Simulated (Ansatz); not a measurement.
Clean, relaxed (100) surface of Os, space group Fm-3m (No. 225) (top face towards +c; atoms held fixed, by place in the list: 1, 2):

```yaml
crystal:
  lattice:
    - [2.70138, 0.00000, 0.00000]
    - [0.00000, 2.70138, 0.00000]
    - [0.00000, 0.00000, 22.73048]
  atoms:
    - { symbol: Os, position: [0.50000, 0.50000, 0.37395] }
    - { symbol: Os, position: [0.00000, 0.00000, 0.45798] }
    - { symbol: Os, position: [0.50000, 0.50000, 0.54455] }
    - { symbol: Os, position: [0.00000, 0.00000, 0.62255] }
```

The calculation used Ansatz, DFT PBEsol, scalar-relativistic, plane waves, PAW. Plane waves to 420 eV, a k mesh through Γ of 11×11×1 on the computed 4-atom cell and Gaussian smearing (0.10 eV); no spin polarisation. The cell repeats along c with a dipole correction in the vacuum.

O (atom) is adsorbed on the top face, one adsorbate per 7.3 Å², and relaxed from 3 starting sites (fractions of a and b). The adsorption energy is E(slab + adsorbate) − E(slab) − E(free adsorbate, spin-polarised where open-shell). Heights count from the highest slab atom after relaxation. Δφ is the top face's. Δp counts per cell along +c. Bonded neighbours lie within 1.25 times the sum of covalent radii (1.35 for H) and, on that scale, within 12 % of the closest. With the adsorbate the cell is lengthened along c to keep the vacuum.

```
                           start ends at E_ads (eV) height (Å) shortest contact  Δφ (eV)  Δp (e·Å)
        top (Os) at (0.00, 0.00) (0.00, 0.00), 1 bonded neighbour (Os)       -5.28        1.71       O–Os 1.71 Å    +2.08    -0.085
  bridge (Os-Os) at (0.00, 0.50) (0.00, 0.50), 2 bonded neighbours (Os)       -5.94        1.37       O–Os 1.92 Å    +1.95    -0.080
hollow (over Os) at (0.50, 0.50) (0.50, 0.50), 4 bonded neighbours (Os)       -5.29        1.15       O–Os 2.23 Å    +1.40    -0.057
```

Among the sites tried, the lowest end comes from the bridge (Os-Os) at (0.00, 0.50) start; other sites may lie lower.

Each end is the local minimum or symmetric point that its start leads to. This isn't the usual crystal structure of Os. The slab is only 5.7 Å thick, so the energies aren't converged with thickness.

Spin polarisation was left out, and a magnetic state may lie lower.